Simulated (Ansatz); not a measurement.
Input:

SiC:
```yaml
crystal:
  lattice:
    - [3.07895, 0.00000, 0.00000]
    - [-1.53948, 2.66645, 0.00000]
    - [0.00000, 0.00000, 20.13707]
  atoms:
    - { symbol: Si, position: [0.33333, 0.66667, 0.25011] }
    - { symbol: Si, position: [0.66667, 0.33333, 0.75011] }
    - { symbol: C, position: [0.33333, 0.66667, 0.96892] }
    - { symbol: C, position: [0.66667, 0.33333, 0.46892] }
    - { symbol: C, position: [0.00000, 0.00000, 0.09386] }
    - { symbol: C, position: [0.00000, 0.00000, 0.59386] }
    - { symbol: C, position: [0.33333, 0.66667, 0.34412] }
    - { symbol: C, position: [0.66667, 0.33333, 0.84412] }
    - { symbol: C, position: [0.33333, 0.66667, 0.71872] }
    - { symbol: C, position: [0.66667, 0.33333, 0.21872] }
    - { symbol: Si, position: [0.33333, 0.66667, 0.62499] }
    - { symbol: Si, position: [0.66667, 0.33333, 0.12499] }
    - { symbol: Si, position: [0.00000, 0.00000, 0.00009] }
    - { symbol: Si, position: [0.00000, 0.00000, 0.50009] }
    - { symbol: Si, position: [0.33333, 0.66667, 0.87519] }
    - { symbol: Si, position: [0.66667, 0.33333, 0.37519] }
```

This is the r²SCAN-relaxed structure. x, y and z are the axes in which the lattice vectors are written.

Task: All from r²SCAN (plane waves, PAW; program Ansatz), unless another level is named. Give the smallest direct gap on the standard path.

Result: 3.27 eV.

Task: What about the formation energy from the elements (no fitted shifts)?

Result: -0.30 eV/atom.

Task: And the band gap?

Result: 2.13 eV (indirect).

Task: Next, the hole effective mass, band 2 of 2 at the edge?

Result: 3.7 along x, 1.6 along z (mₑ).

Task: And the valence-band maximum?

Result: at Γ.

Task: Next, the conduction-band minimum?

Result: at M (3 equivalent valleys).

Space group P6_3mc. The workflow started from an entry of the Crystallography Open Database (COD). Its sites differ from those of the usual phase in this space group: another stacking or structure type. The cell was relaxed with r²SCAN under the symmetry of its start; of distortions, only those at the zone centre were tested. The references are the lowest solids computed at this level, not always the standard phases.

Potentials: the later of the program's two PAW sets.
